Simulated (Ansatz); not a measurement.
Cu₃Au (Cu3Au type, Pm-3m) at seven volumes, DFT-PBE in the program Ansatz with PAW potentials, scaled uniformly. One row is withheld.

| V (Å³/atom) | P (GPa) |
|---|---|
| 12.296 | ? |
| 12.701 | 10.32 |
| 13.107 | 4.67 |
| 13.512 | 0.00 |
| 13.917 | -3.86 |
| 14.323 | -7.04 |
| 14.728 | -9.68 |

Question: Fit the shown pressures and predict the withheld one.

Answer: P = (3/2)B₀(x^(7/2) − x^(5/2))[1 + (3/4)(B′ − 4)(x − 1)] with x = (V₀/V)^(2/3). Least squares on the six rows gives V₀ = 13.512 Å³/atom, B₀ = 141 GPa, B′ = 5.33. At V = 12.296, x = 1.0649 and P = 17.10 GPa. The run itself gave 17.14 GPa.

The cell was relaxed with PBE under the symmetry of its start. No spin polarisation was allowed. Spin–orbit coupling is left out wherever it is not named.

Potentials: the later of the program's two PAW sets.
